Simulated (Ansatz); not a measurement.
LiGeN:
```
CELL_PARAMETERS angstrom
      2.98692     0.00000     0.00000
     -1.49346     2.58675     0.00000
      0.00000     0.00000     9.35380
ATOMIC_POSITIONS crystal
  Li 0.66667 0.33333 0.74324
  Li 0.33333 0.66667 0.24324
  Ge 0.00000 0.00000 0.49881
  Ge 0.00000 0.00000 0.99881
  N  0.33333 0.66667 0.60259
  N  0.66667 0.33333 0.10259
```

DFT-r²SCAN in the program Ansatz with PAW potentials gives a gap of 1.83 eV without spin–orbit coupling, maximum on the K–Γ line, 55 % of the way from K, minimum at M.

Problem. What happens when spin–orbit coupling is switched on?

Solution. The gap is nearly the same, to 1.83 eV; maximum on the K–Γ line, 55 % of the way from K, minimum at M.

Space group P6_3mc. The first step of the workflow began from a Materials Project structure, measured or hypothetical; the Crystallography Open Database copy checked does not list it. Its standing as an ambient phase is unchecked. The cell was relaxed with r²SCAN under the symmetry of its start; its stability against distortions is not shown here.

Potentials: the later of the program's two PAW sets.
